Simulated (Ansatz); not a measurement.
AlGaAs₂:
```xyz
8
Lattice="4.0592 0.0000 0.0000 0.0000 4.0592 0.0000 0.0000 0.0000 11.4584" Properties=species:S:1:pos:R:3 pbc="T T T"
Ga     2.0296     0.0000    10.0231
As     0.0000     0.0000     0.0000
Ga     0.0000     2.0296     1.4353
As     2.0296     2.0296     2.8767
Al     2.0296     0.0000     4.3002
As     0.0000     0.0000     5.7292
Al     0.0000     2.0296     7.1581
As     2.0296     2.0296     8.5817
```

Relaxed with PBE. Special points in fractions of this cell's reciprocal vectors: Γ (0.000, 0.000, 0.000); X (0.000, 0.500, 0.000); M (0.500, 0.500, 0.000); Z (0.000, 0.000, 0.500); R (0.000, 0.500, 0.500); A (0.500, 0.500, 0.500).

Task: List the band energies nearest the valence-band maximum at these points for plane-wave PAW PBE with spin–orbit coupling (Ansatz code).

Result: In eV from the valence-band maximum; about four levels below and three above (degenerate sets whole), none deeper than 8.9 eV; points with the same levels are listed once.

```json
[
 {"k": "Γ", "below": "-0.01 -0.01 0.00 0.00", "above": "0.79 0.79 1.40 1.40"},
 {"k": "X", "below": "-0.94 -0.94 -0.93 -0.93", "above": "1.27 1.27 1.30 1.30"},
 {"k": "M", "below": "-2.35 -2.35 -2.35 -2.35", "above": "1.39 1.39 1.42 1.42"},
 {"k": "Z", "below": "-0.61 -0.61 -0.45 -0.45", "above": "1.42 1.42 1.75 1.75"},
 {"k": "R", "below": "-1.02 -1.02 -1.00 -1.00", "above": "1.99 1.99 2.06 2.06"},
 {"k": "A", "below": "-2.72 -2.72 -2.71 -2.71", "above": "2.20 2.20 2.41 2.41"}
]
```

Space group P-4m2. The start of the workflow was typed in or built on a structure type; neither database checked (COD, Materials Project) lists it. Its standing as an ambient phase is unchecked. The cell was relaxed with PBE under the symmetry of its start; its stability against distortions is not shown here.

Potentials: the earlier of the program's two PAW sets.
